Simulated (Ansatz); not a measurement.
In the program Ansatz at the r²SCAN level (PAW), Si$_{3}$N$_{4}$ in the cubic phase (Fd-3m; Si on 16c, Si on 8b, N on 32e) relaxes to a = 7.730 Å. Si on 16c has 6 nearest neighbours from 1.88 Å (octahedral); Si on 8b has 4 nearest neighbours from 1.77 Å (tetrahedral). Against the elements it lies at -107 kJ/mol of atoms, with no fitted shifts.

It is gapped at this level: 4.03 eV (smallest direct gap 4.05 eV). The valence maximum lies on the K–Γ line, 60 % of the way from K and the conduction minimum at Γ. HSE06 on the same cell gives 4.76 eV. The hole mass is 0.34, 1.1, 6.4 mₑ (principal values).

The relaxed-ion elastic constants in GPa are C11 = 565, C12 = 200, C44 = 359. The elastic constants imply a Debye temperature near 1340 K. Perturbation theory gives ε∞ = 4.90. Letting the ions move raises it to ε0 = 12.0. Born charges are Si +3.58 to +3.68, N -2.73 e. The phonon dispersion is stable (no imaginary branch). Without the LO–TO term the highest mode at Γ lies at 121.6 meV. Bader charges are Si +3.15 to +3.21, N -2.39 e.

The r²SCAN relaxation kept the symmetry of its start. The references are the lowest solids computed at this level, not always the standard phases (solids in place of the gases).

Potentials: the later of the program's two PAW sets.
